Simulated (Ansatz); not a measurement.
Ansatz input file:

```yaml
crystal:
  lattice:
    - [2.9385821062, 0.0, 0.0]
    - [-1.4692910531, 2.5448867551, 0.0]
    - [0.0, 0.0, 4.6504271809]
  atoms:
    - { symbol: Ti, position: [0.3333333333, 0.6666666667, 0.25] }
    - { symbol: Ti, position: [0.6666666667, 0.3333333333, 0.75] }
basis:
  ecutwfc: 420
kpoints:
  mp_grid: { grid: [18, 18, 10] }
hamiltonian:
  xc: lda
scf:
  occupations: { method: gaussian, width: 0.1 }
output:
  forces: true
  stress: true
  eigenvalues: true
relax:
  adjacent_minimum: "off"
  f_tol: 0.005
  max_steps: 50
  cell: { stress_tol: 0.05 }
```

Run as
```bash
ansatz run input.yaml --threads 1 --pin off --max-ram 2560MiB --backend cpu --events-out ev --progress --plain --runs-dir out
```

Computed with Ansatz 0.2.0, DFT LDA, scalar-relativistic, plane waves, PAW.

From the run's log, abridged:

```
Pseudopotentials: kind: paw
Pseudopotential: Ti, paw, valence charge 12, recommended cutoff 420 eV (normal)
Functional definition: SPW92
Crystal: 2 atoms, lattice volume = 34.778 Å³
Basis set: ecut = 420 eV, 687 PW (Γ)
Bands: 16, of which v1, the nominal top of the filled ones, is band 12 counted from 1 (11 counted from 0)
Symmetry: 24 space group operations
Space group: P63/mmc (ITA 194), of the structure as read, at distance tolerance 3.3e-5 Å
k-points: 222 of 3240
Initial density: superposition of atomic densities (neutral atoms: chi_scale 0, normalization atom), corrected by the library's trained network
Initial wavefunctions: pseudopotential atomic-orbital guess
Functional: x = slater, c = lda
SCF iter   1: F=—  HF=-4900.537355 eV  |F-HF|=—  |Δ(HF+E_count)|=         —  Δρ=6.76e-3  dr2=6.86e-3  ethr=1.77e-3  ⟨swp⟩=3.8  Hψ=14396  notcnv=0
SCF iter   2: F=—  HF=-4900.535562 eV  |F-HF|=—  |Δ(HF+E_count)|=   1.79e-3  Δρ=3.19e-3  dr2=1.38e-3  ethr=2.86e-5  ⟨swp⟩=1.2  Hψ=5609  notcnv=0
SCF iter   3: F=—  HF=-4900.535519 eV  |F-HF|=—  |Δ(HF+E_count)|=   4.39e-5  Δρ=4.78e-4  dr2=2.90e-5  ethr=5.74e-6  ⟨swp⟩=2.6  Hψ=5664  notcnv=0
SCF iter   4: F=—  HF=-4900.535526 eV  |F-HF|=—  |Δ(HF+E_count)|=   7.19e-6  Δρ=7.70e-5  dr2=1.83e-6  ethr=1.21e-7  ⟨swp⟩=2.3  Hψ=5012  notcnv=0
SCF iter   5: F=-4900.535525 eV  HF=-4900.535525 eV  |F-HF|=1.65e-8  |Δ(HF+E_count)|=   5.56e-7  Δρ=7.26e-6  dr2=1.24e-8  ethr=7.62e-9  ⟨swp⟩=3.0  Hψ=6533  notcnv=0
SCF iter   6: F=-4900.535525 eV  HF=-4900.535525 eV  |F-HF|=2.64e-11  |Δ(HF+E_count)|=   1.85e-8  Δρ=5.40e-7  dr2=4.42e-11  ethr=5.18e-11  ⟨swp⟩=1.9  Hψ=10935  notcnv=0
SCF 1 converged in 6 iterations: F = -4900.535525 eV  dr2 = 4.42e-11
relax step   1: F+E_penalty+E_count = -4900.53552526 eV  Δ(F+E_penalty+E_count) = +0.000e0 eV  max|allowed force component| = 1.850e-17 eV/Å  Δτ_max = 0.0000 Å  P = -8.511 GPa  Ω = 34.778 Å³  (6 SCF iters, dr2 threshold 1.00e-7 eV, accepted)
Crystal: 2 atoms, lattice volume = 30.063 Å³
Basis set: ecut = 420 eV, 591 PW (Γ)
Initial density: handed on by an earlier stage of this run
Initial wavefunctions: those handed on with the density
SCF iter   1: F=—  HF=-4900.544869 eV  |F-HF|=—  |Δ(HF+E_count)|=         —  Δρ=5.32e-3  dr2=7.79e-3  ethr=3.13e-5  ⟨swp⟩=1.0  Hψ=23721  notcnv=0
SCF iter   2: F=—  HF=-4900.544431 eV  |F-HF|=—  |Δ(HF+E_count)|=   4.38e-4  Δρ=1.88e-3  dr2=4.09e-4  ethr=3.13e-5  ⟨swp⟩=2.5  Hψ=5473  notcnv=0
SCF iter   3: F=—  HF=-4900.545106 eV  |F-HF|=—  |Δ(HF+E_count)|=   6.75e-4  Δρ=5.00e-4  dr2=2.67e-5  ethr=1.71e-6  ⟨swp⟩=2.0  Hψ=4353  notcnv=0
SCF iter   4: F=—  HF=-4900.545210 eV  |F-HF|=—  |Δ(HF+E_count)|=   1.04e-4  Δρ=5.56e-5  dr2=8.47e-7  ethr=1.11e-7  ⟨swp⟩=2.0  Hψ=4437  notcnv=0
SCF iter   5: F=-4900.545210 eV  HF=-4900.545210 eV  |F-HF|=6.43e-9  |Δ(HF+E_count)|=   1.40e-7  Δρ=6.61e-6  dr2=7.69e-9  ethr=3.53e-9  ⟨swp⟩=2.0  Hψ=4339  notcnv=0
SCF iter   6: F=-4900.545210 eV  HF=-4900.545210 eV  |F-HF|=4.37e-11  |Δ(HF+E_count)|=   3.70e-9  Δρ=6.51e-7  dr2=2.79e-11  ethr=3.21e-11  ⟨swp⟩=1.3  Hψ=10795  notcnv=0
SCF 2 converged in 6 iterations: F = -4900.545210 eV  dr2 = 2.79e-11
relax step   2: F+E_penalty+E_count = -4900.54521000 eV  Δ(F+E_penalty+E_count) = -9.685e-3 eV  max|allowed force component| = 4.256e-16 eV/Å  Δτ_max = 0.0000 Å  P = +9.876 GPa  Ω = 30.063 Å³  energy of the carried Pulay correction = +1.072e-3 eV  (6 SCF iters, dr2 threshold 2.00e-7 eV, accepted)
Crystal: 2 atoms, lattice volume = 32.426 Å³
Basis set: ecut = 420 eV, 627 PW (Γ)
SCF iter   1: F=—  HF=-4900.607119 eV  |F-HF|=—  |Δ(HF+E_count)|=         —  Δρ=2.54e-3  dr2=1.92e-3  ethr=7.71e-6  ⟨swp⟩=1.0  Hψ=23636  notcnv=0
SCF iter   2: F=—  HF=-4900.607203 eV  |F-HF|=—  |Δ(HF+E_count)|=   8.40e-5  Δρ=9.97e-4  dr2=1.22e-4  ethr=7.71e-6  ⟨swp⟩=2.1  Hψ=4614  notcnv=0
SCF iter   3: F=—  HF=-4900.607424 eV  |F-HF|=—  |Δ(HF+E_count)|=   2.21e-4  Δρ=2.36e-4  dr2=7.34e-6  ethr=5.07e-7  ⟨swp⟩=2.2  Hψ=4654  notcnv=0
SCF iter   4: F=—  HF=-4900.607452 eV  |F-HF|=—  |Δ(HF+E_count)|=   2.83e-5  Δρ=2.92e-5  dr2=2.56e-7  ethr=3.06e-8  ⟨swp⟩=2.1  Hψ=4586  notcnv=0
SCF iter   5: F=-4900.607452 eV  HF=-4900.607452 eV  |F-HF|=2.20e-9  |Δ(HF+E_count)|=   6.25e-8  Δρ=3.69e-6  dr2=2.66e-9  ethr=1.07e-9  ⟨swp⟩=2.0  Hψ=4307  notcnv=0
SCF iter   6: F=-4900.607452 eV  HF=-4900.607452 eV  |F-HF|=1.64e-11  |Δ(HF+E_count)|=   1.37e-9  Δρ=3.71e-7  dr2=1.24e-11  ethr=1.11e-11  ⟨swp⟩=1.1  Hψ=10797  notcnv=0
SCF 3 converged in 6 iterations: F = -4900.607452 eV  dr2 = 1.24e-11
relax step   3: F+E_penalty+E_count = -4900.60745208 eV  Δ(F+E_penalty+E_count) = -6.224e-2 eV  max|allowed force component| = 7.124e-16 eV/Å  Δτ_max = 0.0000 Å  P = -0.810 GPa  Ω = 32.426 Å³  energy of the carried Pulay correction = +5.153e-4 eV  (6 SCF iters, dr2 threshold 2.00e-7 eV, accepted)
Crystal: 2 atoms, lattice volume = 32.235 Å³
Basis set: ecut = 420 eV, 615 PW (Γ)
SCF iter   1: F=—  HF=-4900.608026 eV  |F-HF|=—  |Δ(HF+E_count)|=         —  Δρ=2.21e-4  dr2=1.53e-5  ethr=3.82e-8  ⟨swp⟩=2.0  Hψ=23417  notcnv=0
SCF iter   2: F=—  HF=-4900.608024 eV  |F-HF|=—  |Δ(HF+E_count)|=   1.35e-6  Δρ=7.95e-5  dr2=8.08e-7  ethr=3.82e-8  ⟨swp⟩=3.0  Hψ=6518  notcnv=0
SCF iter   3: F=-4900.608025 eV  HF=-4900.608025 eV  |F-HF|=1.97e-7  |Δ(HF+E_count)|=   1.04e-6  Δρ=2.34e-5  dr2=7.02e-8  ethr=3.37e-9  ⟨swp⟩=2.1  Hψ=4441  notcnv=0
SCF iter   4: F=-4900.608025 eV  HF=-4900.608025 eV  |F-HF|=6.48e-10  |Δ(HF+E_count)|=   2.14e-7  Δρ=2.64e-6  dr2=2.16e-9  ethr=2.92e-10  ⟨swp⟩=2.0  Hψ=4394  notcnv=0
SCF iter   5: F=-4900.608025 eV  HF=-4900.608025 eV  |F-HF|=1.09e-11  |Δ(HF+E_count)|=  1.68e-10  Δρ=2.62e-7  dr2=1.26e-11  ethr=8.98e-12  ⟨swp⟩=2.0  Hψ=4348  notcnv=0
SCF iter   6: F=-4900.608025 eV  HF=-4900.608025 eV  |F-HF|=0.00e0  |Δ(HF+E_count)|=  6.37e-12  Δρ=2.84e-8  dr2=5.66e-14  ethr=1.00e-12  ⟨swp⟩=1.0  Hψ=8053  notcnv=0
SCF 4 converged in 6 iterations: F = -4900.608025 eV  dr2 = 5.66e-14
relax step   4: F+E_penalty+E_count = -4900.60802548 eV  Δ(F+E_penalty+E_count) = -5.734e-4 eV  max|allowed force component| = 2.325e-16 eV/Å  Δτ_max = 0.0000 Å  P = -0.068 GPa  Ω = 32.235 Å³  energy of the carried Pulay correction = +5.586e-4 eV  (6 SCF iters, dr2 threshold 2.00e-7 eV, accepted)
Crystal: 2 atoms, lattice volume = 32.218 Å³
SCF iter   1: F=—  HF=-4900.608036 eV  |F-HF|=—  |Δ(HF+E_count)|=         —  Δρ=2.53e-5  dr2=1.66e-7  ethr=4.85e-10  ⟨swp⟩=2.2  Hψ=23280  notcnv=0
SCF iter   2: F=-4900.608036 eV  HF=-4900.608036 eV  |F-HF|=8.76e-9  |Δ(HF+E_count)|=   1.77e-8  Δρ=1.01e-5  dr2=1.23e-8  ethr=4.85e-10  ⟨swp⟩=3.0  Hψ=6489  notcnv=0
SCF iter   3: F=-4900.608036 eV  HF=-4900.608036 eV  |F-HF|=1.18e-9  |Δ(HF+E_count)|=   8.97e-9  Δρ=2.43e-6  dr2=6.97e-10  ethr=5.14e-11  ⟨swp⟩=2.2  Hψ=4538  notcnv=0
SCF iter   4: F=-4900.608036 eV  HF=-4900.608036 eV  |F-HF|=7.28e-12  |Δ(HF+E_count)|=   1.39e-9  Δρ=3.17e-7  dr2=2.48e-11  ethr=2.90e-12  ⟨swp⟩=2.0  Hψ=4401  notcnv=0
SCF iter   5: F=-4900.608036 eV  HF=-4900.608036 eV  |F-HF|=9.09e-13  |Δ(HF+E_count)|=  1.09e-11  Δρ=2.67e-8  dr2=1.57e-13  ethr=1.00e-12  ⟨swp⟩=1.0  Hψ=3553  notcnv=0
SCF iter   6: F=-4900.608036 eV  HF=-4900.608036 eV  |F-HF|=9.09e-13  |Δ(HF+E_count)|=    0.00e0  Δρ=4.21e-9  dr2=2.84e-15  ethr=1.00e-12  ⟨swp⟩=1.0  Hψ=8036  notcnv=0
SCF 5 converged in 6 iterations: F = -4900.608036 eV  dr2 = 2.84e-15
relax step   5: F+E_penalty+E_count = -4900.60803621 eV  Δ(F+E_penalty+E_count) = -1.072e-5 eV  max|allowed force component| = 4.718e-16 eV/Å  Δτ_max = 0.0000 Å  P = +0.002 GPa  Ω = 32.218 Å³  energy of the carried Pulay correction = +5.625e-4 eV  (6 SCF iters, dr2 threshold 3.83e-8 eV, accepted)
Initial wavefunctions: pseudopotential atomic-orbital guess (no wavefunctions were taken with the density)
SCF iter   1: F=—  HF=-4900.607714 eV  |F-HF|=—  |Δ(HF+E_count)|=         —  Δρ=4.79e-5  dr2=7.18e-8  ethr=5.20e-10  ⟨swp⟩=3.1  Hψ=25109  notcnv=0
SCF iter   2: F=—  HF=-4900.607714 eV  |F-HF|=—  |Δ(HF+E_count)|=   1.66e-7  Δρ=2.60e-5  dr2=4.26e-8  ethr=2.99e-10  ⟨swp⟩=2.0  Hψ=6219  notcnv=0
SCF iter   3: F=—  HF=-4900.607714 eV  |F-HF|=—  |Δ(HF+E_count)|=   6.96e-8  Δρ=5.65e-6  dr2=9.36e-9  ethr=1.77e-10  ⟨swp⟩=2.0  Hψ=4436  notcnv=0
SCF iter   4: F=—  HF=-4900.607714 eV  |F-HF|=—  |Δ(HF+E_count)|=   3.73e-9  Δρ=4.20e-7  dr2=2.01e-11  ethr=3.90e-11  ⟨swp⟩=2.1  Hψ=5594  notcnv=0
SCF iter   5: F=-4900.607714 eV  HF=-4900.607714 eV  |F-HF|=0.00e0  |Δ(HF+E_count)|=    0.00e0  Δρ=2.13e-8  dr2=4.89e-14  ethr=1.00e-12  ⟨swp⟩=1.0  Hψ=3552  notcnv=0
SCF iter   6: F=-4900.607714 eV  HF=-4900.607714 eV  |F-HF|=0.00e0  |Δ(HF+E_count)|=  9.09e-13  Δρ=2.91e-9  dr2=1.27e-15  ethr=1.00e-12  ⟨swp⟩=1.0  Hψ=3552  notcnv=0
SCF iter   7: F=-4900.607714 eV  HF=-4900.607714 eV  |F-HF|=1.82e-12  |Δ(HF+E_count)|=  1.82e-12  Δρ=4.39e-10  dr2=3.14e-17  ethr=1.00e-12  ⟨swp⟩=1.0  Hψ=3552  notcnv=0
SCF iter   8: F=-4900.607714 eV  HF=-4900.607714 eV  |F-HF|=0.00e0  |Δ(HF+E_count)|=  9.09e-13  Δρ=1.02e-10  dr2=1.28e-18  ethr=1.00e-12  ⟨swp⟩=1.0  Hψ=3552  notcnv=0
SCF iter   9: F=-4900.607714 eV  HF=-4900.607714 eV  |F-HF|=0.00e0  |Δ(HF+E_count)|=    0.00e0  Δρ=7.59e-12  dr2=1.15e-20  ethr=1.00e-12  ⟨swp⟩=1.0  Hψ=7992  notcnv=0
SCF 6 converged in 9 iterations: F = -4900.607714 eV  dr2 = 1.15e-20
SCF converged after 9 iterations
Free energy (F): -4900.607714 eV
Harris-Foulkes:  -4900.607714 eV  (|F-HF|=0.00e0)
Internal energy: -4900.597978 eV  (E = F + TS)
E sigma→0 (E₀):  -4900.602846 eV
Entropy (-TS):   -0.009736 eV (-4.868 meV/atom)
Fermi energy:    14.288498 eV
--- Per-component energies (eV) ---
  E_band       = -285.939965
  E_kinetic    = 548.255112
  E_local      = -1550.496239  (includes V_loc(G=0)·N_el)
  E_nonlocal   = 24.446125
  E_hartree    = 640.346599
  E_xc         = -194.337323
  E_vxc        = -244.609687  (∫ρ·V_xc dr)
  E_paw        = -1998.522433  (= ΣΔE_a)
  E_vpaw       = -344.228679  (= ΣTr[D̂ρ^β])
  E_aug_tail   = 0.000205  (compensation charges beyond the density's cutoff)
  E_ewald      = -2370.941925
  E_core_change = 0.651901  (= ΣΔE_core)
  E_smearing   = -0.009736  (= −TS)
--- Forces (eV/Å), atoms counted from 1 ---
  atom   1  Ti     0.00000000     0.00000000     0.00000000
  atom   2  Ti     0.00000000     0.00000000     0.00000000
--- Stress (GPa, compression-positive) ---
       -0.008537       0.000000       0.000000
        0.000000      -0.008537       0.000000
        0.000000       0.000000      -0.047957
  P = ⅓ Tr σ = -0.0217 GPa (-0.217 kbar)
--- Band table (eV; the first three rows and the last of 222) ---
  k-point 0: bands = ["-41.8433", "-41.6476", "-18.8574", "-18.0266", "-18.0266", "-17.9270", "-17.8965", "-17.8965", "8.0161", "11.4209", "15.0681", "15.0681", "15.2104", "15.3759", "15.6262", "15.6262"]
  k-point 1: bands = ["-41.8386", "-41.6525", "-18.8357", "-18.0234", "-18.0234", "-17.9509", "-17.8997", "-17.8997", "8.1071", "11.3951", "15.0201", "15.0201", "15.1588", "15.2015", "15.5735", "15.5735"]
  k-point 2: bands = ["-41.8249", "-41.6666", "-18.7723", "-18.0200", "-18.0142", "-18.0142", "-17.9090", "-17.9090", "8.3743", "11.2872", "14.8076", "14.9341", "14.9341", "15.0130", "15.4368", "15.4368"]
  k-point 221: bands = ["-41.6298", "-41.6298", "-18.6201", "-18.6201", "-18.3857", "-18.3857", "-18.0551", "-18.0551", "12.9507", "12.9507", "13.0835", "13.0835", "14.1348", "14.1348", "16.0625", "16.0625"]
--- Relaxed structure (5 steps of the walk, 5 accepted, 1 SCFs on fresh bases) ---
  F+E_penalty+E_count = -4900.60771417 eV   max|allowed force component| = 4.626e-16 eV/Å   (the final SCF, on the basis selected at the relaxed cell)
  cell:  # Å, volume = 32.2178 Å³
    - [2.86378543, 0.0, 0.0]
    - [-1.43189271, 2.48011093, 0.0]
    - [0.0, 0.0, 4.53611314]
  atoms:
    - { symbol: Ti, position: [0.33333333, 0.66666666, 0.25] }
    - { symbol: Ti, position: [0.66666666, 0.33333333, 0.75000000] }
```

The relaxation met its thresholds.

Time: 39 s on 1 thread of Intel(R) Xeon(R) Platinum 8259CL CPU @ 2.50GHz (Skylake/Cascade Lake), with other jobs on the host, peak memory 0.47 GiB.